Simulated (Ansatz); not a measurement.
Y2H2C in space group P-3m1 (No. 164; H on 2d, Y on 2d, C on 1a) under volume change, r²SCAN (plane waves, PAW; program Ansatz), shape and atoms relaxed at each volume.

```csv
V (Å³/atom),E − E(relaxed) (meV/atom),P (GPa)
12.714,40.8,11.23
13.133,17.2,6.92
13.552,4.1,3.19
13.971,0.0,0.00
14.390,3.7,-2.76
14.809,14.0,-5.09
15.228,30.0,-7.07
```

**Question.** What does a third-order Birch–Murnaghan fit give for V₀, B₀ and B′?

**Answer.** V₀ = 13.97 Å³/atom, B₀ = 98.2 GPa, B′ = 4.1.

The workflow started from an entry of the Crystallography Open Database (COD). Its standing as an ambient phase is unchecked. Symmetry was held in the r²SCAN relaxation; its stability against distortions is not shown here. The run is not spin-polarised.

Potentials: the later of the program's two PAW sets.
